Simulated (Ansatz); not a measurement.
Ansatz (a first-principles code) input:

Ansatz 0.2 input:
```yaml
crystal:
  lattice:
    - [2.8555023413, -4.9223360261, 0.0]
    - [2.8555023413, 4.9223360261, 0.0]
    - [0.0, 0.0, 13.8962774807]
  atoms:
    - { symbol: Ba, position: [0.3469792811, 0.6791564207, 0.4029736365] }
    - { symbol: Ba, position: [0.6530207189, 0.3208435793, 0.9029736365] }
    - { symbol: Ba, position: [0.6791564207, 0.3469792811, 0.5970263635] }
    - { symbol: Ba, position: [0.3208435793, 0.6530207189, 0.0970263635] }
    - { symbol: Ba, position: [0.0003600854, 0.9996399146, 0.25] }
    - { symbol: Ba, position: [0.9996399146, 0.0003600854, 0.75] }
    - { symbol: Ti, position: [0.3527363947, 0.6884481473, 0.6538712943] }
    - { symbol: Ti, position: [0.6472636053, 0.3115518527, 0.1538712943] }
    - { symbol: Ti, position: [0.6884481473, 0.3527363947, 0.3461287057] }
    - { symbol: Ti, position: [0.3115518527, 0.6472636053, 0.8461287057] }
    - { symbol: Ti, position: [0.9768018568, 0.9768018568, 0.0] }
    - { symbol: Ti, position: [0.0231981432, 0.0231981432, 0.5] }
    - { symbol: O, position: [0.1646176943, 0.8350800065, 0.9195074768] }
    - { symbol: O, position: [0.8353823057, 0.1649199935, 0.4195074768] }
    - { symbol: O, position: [0.8350800065, 0.1646176943, 0.0804925232] }
    - { symbol: O, position: [0.1649199935, 0.8353823057, 0.5804925232] }
    - { symbol: O, position: [0.834573698, 0.6698123841, 0.0811367093] }
    - { symbol: O, position: [0.165426302, 0.3301876159, 0.5811367093] }
    - { symbol: O, position: [0.6698123841, 0.834573698, 0.9188632907] }
    - { symbol: O, position: [0.3301876159, 0.165426302, 0.4188632907] }
    - { symbol: O, position: [0.5179335926, 0.0299135747, 0.2475124125] }
    - { symbol: O, position: [0.4820664074, 0.9700864253, 0.7475124125] }
    - { symbol: O, position: [0.0299135747, 0.5179335926, 0.7524875875] }
    - { symbol: O, position: [0.9700864253, 0.4820664074, 0.2524875875] }
    - { symbol: O, position: [0.8356376138, 0.6686531313, 0.4194229998] }
    - { symbol: O, position: [0.1643623862, 0.3313468687, 0.9194229998] }
    - { symbol: O, position: [0.6686531313, 0.8356376138, 0.5805770002] }
    - { symbol: O, position: [0.3313468687, 0.1643623862, 0.0805770002] }
    - { symbol: O, position: [0.481528917, 0.518471083, 0.75] }
    - { symbol: O, position: [0.518471083, 0.481528917, 0.25] }
kpoints:
  mp_grid: { grid: [6, 6, 2] }
hamiltonian:
  xc: pbesol
  pseudopotentials: { kind: paw }
scf:
  occupations: { method: fixed }
elastic: { mode: relaxed_ion, stencil: two_point, amplitude: 0.005, f_tol: 0.0005 }
output: { polarization: {} }
```

Output (shortened):

```
Pseudopotential: Ba, paw, valence charge 10
Pseudopotential: Ti, paw, valence charge 12
Pseudopotential: O, paw, valence charge 6
Functional definition: PBEsol
Crystal: 30 atoms, lattice volume = 390.645 Å³
Basis set: ecut = 420 eV, 7711 PW (Γ), exchange–correlation on 80×80×192 points (8 copies of the dense FFT grid, shifted against one another)
Bands: 150, of which v1, the nominal top of the filled ones, is band 120 counted from 1 (119 counted from 0)
Symmetry: 4 space group operations
Space group: C2221 (ITA 20), of the structure as read, at distance tolerance 7.3e-5 Å
k-points: 26 of 72
SCF 1 converged in 17 iterations: F = -60164.541588 eV  dr2 = 8.64e-14
relax step   1: F+E_penalty+E_count = -60164.54158804 eV  Δ(F+E_penalty+E_count) = +0.000e0 eV  max|allowed force component| = 1.025e-3 eV/Å  Δτ_max = 0.0000 Å  (17 SCF iters, accepted)
Crystal: 30 atoms, lattice volume = 390.645 Å³
SCF 2 converged in 14 iterations: F = -60164.541588 eV  dr2 = 1.16e-14
relax step   2: F+E_penalty+E_count = -60164.54158839 eV  Δ(F+E_penalty+E_count) = -3.418e-7 eV  max|allowed force component| = 6.261e-4 eV/Å  Δτ_max = 0.0001 Å  (14 SCF iters, accepted)
Crystal: 30 atoms, lattice volume = 390.645 Å³
SCF 3 converged in 10 iterations: F = -60164.541589 eV  dr2 = 3.81e-14
relax step   3: F+E_penalty+E_count = -60164.54158868 eV  Δ(F+E_penalty+E_count) = -2.974e-7 eV  max|allowed force component| = 7.252e-4 eV/Å  Δτ_max = 0.0001 Å  (10 SCF iters, accepted)
Crystal: 30 atoms, lattice volume = 390.645 Å³
SCF 4 converged in 13 iterations: F = -60164.541587 eV  dr2 = 1.78e-15
relax step   4: F+E_penalty+E_count = -60164.54158689 eV  Δ(F+E_penalty+E_count) = +1.796e-6 eV  max|allowed force component| = 2.296e-3 eV/Å  Δτ_max = 0.0005 Å  (13 SCF iters, rejected (line search))
Crystal: 30 atoms, lattice volume = 390.645 Å³
SCF 5 converged in 11 iterations: F = -60164.541589 eV  dr2 = 6.29e-14
relax step   5: F+E_penalty+E_count = -60164.54158908 eV  Δ(F+E_penalty+E_count) = -3.959e-7 eV  max|allowed force component| = 4.026e-4 eV/Å  Δτ_max = 0.0002 Å  (11 SCF iters, accepted)
Crystal: 30 atoms, lattice volume = 390.645 Å³
SCF 6 converged in 10 iterations: F = -60164.541589 eV  dr2 = 5.16e-15
Crystal: 30 atoms, lattice volume = 388.692 Å³
Basis set: ecut = 420 eV, 7699 PW (Γ), exchange–correlation on 80×80×192 points (8 copies of the dense FFT grid, shifted against one another)
SCF 7 converged in 16 iterations: F = -60164.532103 eV  dr2 = 9.31e-14
relax step   1: F+E_penalty+E_count = -60164.53210308 eV  Δ(F+E_penalty+E_count) = +0.000e0 eV  max|allowed force component| = 9.202e-2 eV/Å  Δτ_max = 0.0000 Å  (16 SCF iters, accepted)
Crystal: 30 atoms, lattice volume = 388.692 Å³
SCF 8 converged in 16 iterations: F = -60164.531681 eV  dr2 = 2.96e-14
relax step   2: F+E_penalty+E_count = -60164.53168144 eV  Δ(F+E_penalty+E_count) = +4.216e-4 eV  max|allowed force component| = 7.742e-2 eV/Å  Δτ_max = 0.0137 Å  (16 SCF iters, rejected (line search))
Crystal: 30 atoms, lattice volume = 388.692 Å³
SCF 9 converged in 16 iterations: F = -60164.533410 eV  dr2 = 9.89e-15
relax step   3: F+E_penalty+E_count = -60164.53340968 eV  Δ(F+E_penalty+E_count) = -1.307e-3 eV  max|allowed force component| = 4.518e-2 eV/Å  Δτ_max = 0.0052 Å  (16 SCF iters, accepted)
Crystal: 30 atoms, lattice volume = 388.692 Å³
SCF 10 converged in 16 iterations: F = -60164.520064 eV  dr2 = 1.58e-14
relax step   4: F+E_penalty+E_count = -60164.52006352 eV  Δ(F+E_penalty+E_count) = +1.335e-2 eV  max|allowed force component| = 3.150e-1 eV/Å  Δτ_max = 0.0250 Å  (16 SCF iters, rejected (line search))
[...]
  atom  22  O      0.00013641     0.00001513     0.00001984
  atom  23  O     -0.00013641     0.00001513    -0.00001984
  atom  24  O      0.00013641    -0.00001513    -0.00001984
  atom  25  O     -0.00010424    -0.00011606    -0.00017403
  atom  26  O      0.00010424     0.00011606    -0.00017403
  atom  27  O     -0.00010424     0.00011606     0.00017403
  atom  28  O      0.00010424    -0.00011606     0.00017403
  atom  29  O      0.00000000    -0.00011618     0.00000000
  atom  30  O      0.00000000     0.00011618     0.00000000
  max |Σ_I F_I| component: 0.0 eV/Å
--- Stress (GPa, compression-positive) ---
       -0.004311       0.000000       0.000000
        0.000000       0.002961       0.000000
        0.000000       0.000000      -0.007783
  P = ⅓ Tr σ = -0.0030 GPa (-0.030 kbar)
--- Band table (eV; the first three rows and the last of 26) ---
  k-point 0: bands = ["-46.1578", "-46.1578", "-45.8674", "-45.8674", "-45.8102", "-45.8102", "-22.5786", "-22.5730", "-22.5494", "-22.5492", "-22.5412", "-22.5393", "-22.5293", "-22.5215", "-22.3035", "-22.3014", "-22.2978", "-22.2953", "-22.2210", …
  k-point 1: bands = ["-46.1578", "-46.1578", "-45.8674", "-45.8674", "-45.8102", "-45.8102", "-22.5760", "-22.5760", "-22.5493", "-22.5493", "-22.5405", "-22.5405", "-22.5251", "-22.5251", "-22.3025", "-22.3025", "-22.2966", "-22.2966", "-22.2201", …
  k-point 2: bands = ["-46.1578", "-46.1578", "-45.8674", "-45.8674", "-45.8102", "-45.8102", "-22.5777", "-22.5732", "-22.5535", "-22.5490", "-22.5423", "-22.5394", "-22.5253", "-22.5217", "-22.3032", "-22.3022", "-22.2976", "-22.2955", "-22.2206", …
  k-point 25: bands = ["-46.1578", "-46.1578", "-45.8674", "-45.8674", "-45.8102", "-45.8102", "-22.5753", "-22.5753", "-22.5500", "-22.5500", "-22.5479", "-22.5479", "-22.5189", "-22.5189", "-22.3024", "-22.3024", "-22.2976", "-22.2976", "-22.2201", …
--- Elastic constants: 6 strain directions × 2 members + reference (group order 4) ---
  dense FFT box of the reference and of every strained cell: 40×40×96
  strains applied: 11, 22, 33, 23, 13, 12; error gains …
  reference relaxed by the batch: 5 steps …
  largest displacement 2.8e-4 Å; the constants are those of the deck's cell at these positions:
  atoms:
    - { symbol: Ba, position: [0.3469419409836779, 0.6791482072737013, 0.40297096025996476] }
    - { symbol: Ba, position: [0.6530580590163222, 0.3208517927262988, 0.9029709602599646] }
    - { symbol: Ba, position: [0.6791482072737013, 0.3469419409836779, 0.5970290397400355] }
    - { symbol: Ba, position: [0.3208517927262988, 0.6530580590163222, 0.0970290397400353] }
    - { symbol: Ba, position: [0.00034692625485366335, 0.9996530737451463, 0.25] }
    - { symbol: Ba, position: [0.9996530737451463, 0.00034692625485366335, 0.75] }
    - { symbol: Ti, position: [0.352714861627164, 0.6883925174695706, 0.6538689953613733] }
    - { symbol: Ti, position: [0.6472851383728361, 0.31160748253042936, 0.15386899536137327] }
    - { symbol: Ti, position: [0.6883925174695706, 0.352714861627164, 0.34613100463862684] }
    - { symbol: Ti, position: [0.31160748253042936, 0.6472851383728361, 0.8461310046386268] }
    - { symbol: Ti, position: [0.976842524574118, 0.976842524574118, 0.0] }
    - { symbol: Ti, position: [0.023157475425881733, 0.023157475425881733, 0.5] }
    - { symbol: O, position: [0.16462698010232085, 0.8350674129583315, 0.9195207027690456] }
    - { symbol: O, position: [0.8353730198976793, 0.16493258704166858, 0.41952070276904563] }
    - { symbol: O, position: [0.8350674129583315, 0.16462698010232085, 0.08047929723095439] }
    - { symbol: O, position: [0.16493258704166858, 0.8353730198976793, 0.5804792972309545] }
    - { symbol: O, position: [0.8345611349750479, 0.6698225920154259, 0.08114368603331125] }
    - { symbol: O, position: [0.16543886502495225, 0.33017740798457407, 0.5811436860333113] }
    - { symbol: O, position: [0.6698225920154259, 0.8345611349750479, 0.9188563139666888] }
    - { symbol: O, position: [0.33017740798457407, 0.16543886502495225, 0.4188563139666889] }
    - { symbol: O, position: [0.5179338775138326, 0.029943415665196232, 0.24751238419978341] }
    - { symbol: O, position: [0.48206612248616754, 0.9700565843348039, 0.7475123841997833] }
    - { symbol: O, position: [0.029943415665196232, 0.5179338775138326, 0.7524876158002167] }
    - { symbol: O, position: [0.9700565843348039, 0.48206612248616754, 0.2524876158002166] }
    - { symbol: O, position: [0.8356213287690963, 0.6686561087902883, 0.4194232698646757] }
    - { symbol: O, position: [0.16437867123090355, 0.3313438912097119, 0.9194232698646758] }
    - { symbol: O, position: [0.6686561087902883, 0.8356213287690963, 0.5805767301353243] }
    - { symbol: O, position: [0.3313438912097119, 0.16437867123090355, 0.08057673013532426] }
    - { symbol: O, position: [0.4815526884920686, 0.5184473115079314, 0.75] }
    - { symbol: O, position: [0.5184473115079314, 0.4815526884920686, 0.25] }
  C = ∂σ_k/∂η_j (tension-positive GPa; Voigt order 11 22 33 23 13 12):
       214.187     77.724     56.075      0.000      0.000      0.000
        77.647    263.500     74.489      0.000      0.000      0.000
        56.023     74.488    284.857      0.000      0.000      0.000
         0.000      0.000      0.000     65.617      0.000      0.000
         0.000      0.000      0.000      0.000     68.201      0.000
         0.000      0.000      0.000      0.000      0.000     34.746
  reference stress σ⁰ (GPa):      0.004     -0.003      0.008      0.000      0.000      0.000
  moduli (Voigt/Reuss/Hill, GPa): K = 131.00/128.98/129.99   G = 70.67/61.81/66.24   E = 169.87   ν = 0.282
  mechanically stable: yes (min eigenvalue of sym C = 34.75 GPa)
  e, the proper piezoelectric tensor (elastic.mode: relaxed_ion; C/m²; rows x y z; Voigt order 11 22 33 23 13 12):
       0.00000    0.00000    0.00000    0.46328    0.00000    0.00000
       0.00000    0.00000    0.00000    0.00000    0.79856    0.00000
       0.00000    0.00000    0.00000    0.00000    0.00000   -5.13622
  ±, each entry's uncertainty from the finite density of the strings (C/m²), an estimate: the size of the correction for it that the entry includes:
       0.00000    0.00000    0.00000    0.00012    0.00000    0.00000
       0.00000    0.00000    0.00000    0.00000    0.00141    0.00000
       0.00000    0.00000    0.00000    0.00000    0.00000    0.00685
  harmonic check of the ions' relaxations: strain 12: 1 of 1 pair far from harmonic (see the warning)
  the stresses are not corrected for the forces that the relaxations left standing (`elastic.f_tol`)
  strain η (Voigt 11):  stress-route row diagonal C_11 = 214.19 GPa, energy-path curvature d²(F+E_count+ΔE)/dδ²/Ω₀ = 214.06 GPa
         δ    σ_11 (GPa)             F (eV)   n_scf  n_hpsi   n_pw
    -5.000e-3      -1.1011      -60164.5347456      10   62457   7699   relax 12 steps, max|allowed force component| 4.43e-4 eV/Å
     5.000e-3       1.0407      -60164.5351282      10   62041   7743   relax 12 steps, max|allowed force component| 1.41e-4 eV/Å
  strain η (Voigt 22):  stress-route row diagonal C_22 = 263.50 GPa, energy-path curvature d²(F+E_count+ΔE)/dδ²/Ω₀ = 263.14 GPa
         δ    σ_22 (GPa)             F (eV)   n_scf  n_hpsi   n_pw
    -5.000e-3      -1.3439      -60164.5334096      10   62303   7659   relax 8 steps, max|allowed force component| 3.59e-4 eV/Å
     5.000e-3       1.2911      -60164.5338667      10   61973   7727   relax 10 steps, max|allowed force component| 2.06e-4 eV/Å
  strain η (Voigt 33):  stress-route row diagonal C_33 = 284.86 GPa, energy-path curvature d²(F+E_count+ΔE)/dδ²/Ω₀ = 285.01 GPa
         δ    σ_33 (GPa)             F (eV)   n_scf  n_hpsi   n_pw
    -5.000e-3      -1.4420      -60164.5328114      10   61785   7667   relax 8 steps, max|allowed force component| 4.25e-4 eV/Å
     5.000e-3       1.4065      -60164.5327811      10   62235   7743   relax 9 steps, max|allowed force component| 1.03e-4 eV/Å
  strain η (Voigt 23):  stress-route row diagonal C_44 = 65.62 GPa, energy-path curvature d²(F+E_count+ΔE)/dδ²/Ω₀ = 65.58 GPa
         δ    σ_23 (GPa)             F (eV)   n_scf  n_hpsi   n_pw
    -5.000e-3      -0.3281      -60164.5394512      10   62105   7715   relax 12 steps, max|allowed force component| 3.99e-4 eV/Å
     5.000e-3       0.3281      -60164.5394512      10   62357   7715   relax 12 steps, max|allowed force component| 3.99e-4 eV/Å
  strain η (Voigt 13):  stress-route row diagonal C_55 = 68.20 GPa, energy-path curvature d²(F+E_count+ΔE)/dδ²/Ω₀ = 68.16 GPa
         δ    σ_13 (GPa)             F (eV)   n_scf  n_hpsi   n_pw
    -5.000e-3      -0.3410      -60164.5393064      10   62668   7721   relax 13 steps, max|allowed force component| 1.78e-4 eV/Å
     5.000e-3       0.3410      -60164.5393064      10   62944   7721   relax 13 steps, max|allowed force component| 1.78e-4 eV/Å
  strain η (Voigt 12):  stress-route row diagonal C_66 = 34.75 GPa, energy-path curvature d²(F+E_count+ΔE)/dδ²/Ω₀ = 12.62 GPa
         δ    σ_12 (GPa)             F (eV)   n_scf  n_hpsi   n_pw
    -5.000e-3      -0.1737      -60164.5410229      10   96354   7711   relax 12 steps, max|allowed force component| 1.57e-4 eV/Å
     5.000e-3       0.1737      -60164.5410229      10   96062   7711   relax 12 steps, max|allowed force component| 1.57e-4 eV/Å
--- Formal polarisation (Berry phase): one branch of a lattice of values; only differences between neighbouring runs are physical ---
  axis  mesh            electronic          ionic      p = total  spread (rad)  least overlap  resolved gap  δp at fixed H ≤   (phases in cycles; p mod 2 …
  b1    6×6×2           0.00000000   120.00000000   120.00000000      0.000000         0.9572        2.0371           3.8e-5
  b2    6×6×2           0.00000000   120.00000000   120.00000000      0.000000         0.9572        2.0371           3.8e-5
  b3    6×6×2           0.00000000   114.00000000   114.00000000      0.051439         0.9572        2.0371           1.6e-5
  quantum along a1:   0.02913454 e/Å² =    46.678683 µC/cm²
  quantum along a2:   0.02913454 e/Å² =    46.678683 µC/cm²
  quantum along a3:   0.07114530 e/Å² =   113.987339 µC/cm²
  P = (  1.75433089,   0.00000000,   4.05528216) e/Å² = ( 2810.747963,     0.000000,  6497.278325) µC/cm²  (mod the quanta)
```

Cost: roughly 7 core-hours on shared cores.

Space group C222_1. The workflow started from a Materials Project entry (that database holds measured and hypothetical structures alike); the Crystallography Open Database copy checked does not list it. It is not the phase usual at ambient conditions (space group No. 99). The cell was relaxed with PBEsol under the symmetry of its start; whether a distortion lowers the energy is not shown. The run is not spin-polarised. Spin–orbit coupling is left out wherever it is not named.

Potentials: the later of the program's two PAW sets.

Ansatz is a plane-wave DFT program.
